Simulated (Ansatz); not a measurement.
Si2Mo:
```cif
data_Mo8Si16
_chemical_formula_sum 'Si16 Mo8'
_space_group_name_H-M_alt 'Fddd :1'
_space_group_IT_number 70
_space_group_name_Hall 'F 2 2 -1d'
_cell_length_a 4.60832
_cell_length_b 8.06091
_cell_length_c 8.75595
_cell_angle_alpha 90.000
_cell_angle_beta 90.000
_cell_angle_gamma 90.000
loop_
_atom_site_label
_atom_site_type_symbol
_atom_site_symmetry_multiplicity
_atom_site_Wyckoff_symbol
_atom_site_fract_x
_atom_site_fract_y
_atom_site_fract_z
_atom_site_occupancy
Si1 Si 16 f 0.00000 0.33661 0.00000 1
Mo1 Mo 8 a 0.00000 0.00000 0.00000 1
```
(The calculation used a cell of 6 atoms; values per cell refer to that cell.)

Relaxed at zero pressure with PBE in the plane-wave PAW code Ansatz.

The volume is raised by 9 % and shape and atoms relax at that volume. What pressure results, and how do the axes share the change?

-12.2 GPa; a 2.3 %, b 7.3 %, c -0.7 %; the energy rises by 54 meV/atom.

Give the new structure.


Space group Fddd, origin choice 1 (No. 70); a = 4.713 Å, b = 8.652 Å, c = 8.695 Å, α = β = γ = 90.00°

```csv
atom,site,symmetry,x,y,z
Si,16f,.2.,0.0000,0.3412,0.0000
Mo,8a,222,0.0000,0.0000,0.0000
```

The phase is kept; no other phase was compared at this pressure.

The start of the workflow was typed in or built on a structure type; neither database checked (COD, Materials Project) lists it. It is not the phase usual at ambient conditions (space group No. 139). Symmetry was held in the PBE relaxation; its stability against distortions is not shown here. The run is not spin-polarised.

Potentials: the earlier of the program's two PAW sets.
